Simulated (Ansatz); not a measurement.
Relaxed candidate structures of K2CO3:

A. C2/c (No. 15), mS24; a = 5.5920 Å, b = 10.0292 Å, c = 6.7540 Å, α = 90.00°, β = 100.82°, γ = 90.00°; K 4e (0.000, 0.334, 0.250); K 4a (0.000, 0.000, 0.000); C 4e (0.000, 0.668, 0.250); O 8f (0.328, 0.104, 0.313); O 4e (0.000, 0.203, 0.750); non-magnetic

B. P6₃/mmc (No. 194), hP12; a = b = 5.7407 Å, c = 6.8293 Å, α = β = 90.00°, γ = 120.00°; K 2c (0.333, 0.667, 0.250); K 2a (0.000, 0.000, 0.000); C 2d (0.667, 0.333, 0.250); O 6h (0.407, 0.204, 0.250); non-magnetic

Problem. Rank these by energy per atom (lowest first), as r2SCAN (plane waves to 500 eV, PAW, scalar-relativistic; Ansatz, a quantum-chemistry and plane-wave program) gives it.

Solution. A (reference, the lowest of the structures calculated here), B (+13 meV/atom)

Problem. Give each candidate's band gap.

Solution. No candidate is metallic. A: 4.61 eV (no spin-orbit coupling); B: 4.08 eV (no spin-orbit coupling).

Each run could gain symmetry but not lose that of its start, so entries can be saddle points.  Each structure is listed in the lowest spin state found for it. Static energies at zero pressure. No spin polarisation in the result. Gaps of cells over 8 atoms come from the SCF mesh and high-symmetry points alone.
